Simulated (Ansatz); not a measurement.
Cu:
```cif
data_Cu
_chemical_formula_sum 'Cu1'
_space_group_name_H-M_alt 'P 1'
_space_group_IT_number 1
_cell_length_a 2.56534
_cell_length_b 2.56534
_cell_length_c 2.56534
_cell_angle_alpha 60.000
_cell_angle_beta 60.000
_cell_angle_gamma 60.000
loop_
_space_group_symop_operation_xyz
  'x, y, z'
loop_
_atom_site_label
_atom_site_type_symbol
_atom_site_fract_x
_atom_site_fract_y
_atom_site_fract_z
_atom_site_occupancy
Cu1 Cu 0.00000 0.00000 0.00000 1
```

Relaxed with PBE.

### Question
Which orbitals make up the states near the Fermi level in the program Ansatz at the PBE level (PAW)?

### Answer
Within 0.5 eV of the Fermi level: Cu 4s 42 %, Cu 3d 35 %, outside the projected shells 23 %. Projections are on Löwdin-orthogonalised atomic valence shells; empty p or d shells of many metals are not among them.

### Question
Tabulate the density of states.

### Answer
States/eV per cell of 1 atom, in 0.25 eV bins, energy from the Fermi level.

```tsv
E (eV)	total	Cu 3d	Cu 4s
-7.85	0.10	0.00	0.09
-7.60	0.11	0.00	0.10
-7.35	0.12	0.01	0.11
-7.10	0.14	0.01	0.12
-6.85	0.15	0.01	0.13
-6.60	0.17	0.02	0.14
-6.35	0.18	0.03	0.15
-6.10	0.21	0.04	0.16
-5.85	0.24	0.06	0.17
-5.60	0.29	0.09	0.19
-5.35	0.36	0.15	0.20
-5.10	0.57	0.33	0.23
-4.85	0.95	0.70	0.24
-4.60	1.21	1.00	0.20
-4.35	1.54	1.39	0.14
-4.10	2.32	2.22	0.08
-3.85	2.10	2.05	0.02
-3.60	2.10	2.05	0.02
-3.35	2.97	2.85	0.07
-3.10	3.58	3.41	0.10
-2.85	4.16	4.02	0.09
-2.60	2.82	2.71	0.06
-2.35	3.31	3.22	0.05
-2.10	3.47	3.40	0.05
-1.85	3.43	3.37	0.05
-1.60	4.75	4.68	0.06
-1.35	0.57	0.47	0.09
-1.10	0.39	0.26	0.11
-0.85	0.37	0.21	0.12
-0.60	0.35	0.17	0.13
-0.35	0.33	0.14	0.13
-0.10	0.32	0.12	0.13
0.15	0.30	0.09	0.13
0.40	0.29	0.08	0.13
0.65	0.28	0.07	0.12
0.90	0.27	0.06	0.12
1.15	0.27	0.05	0.11
1.40	0.26	0.04	0.10
1.65	0.26	0.03	0.09
1.90	0.25	0.03	0.09
2.15	0.23	0.02	0.08
2.40	0.22	0.02	0.07
2.65	0.21	0.02	0.06
2.90	0.19	0.01	0.05
3.15	0.17	0.01	0.04
3.40	0.16	0.01	0.03
3.65	0.16	0.01	0.04
3.90	0.26	0.02	0.13
4.15	0.29	0.02	0.15
4.40	0.29	0.02	0.14
4.65	0.28	0.02	0.14
```

Space group Fm-3m (fcc (Cu type)). The PBE relaxation kept the symmetry of its start. No spin polarisation was allowed.

Potentials: the earlier of the program's two PAW sets.
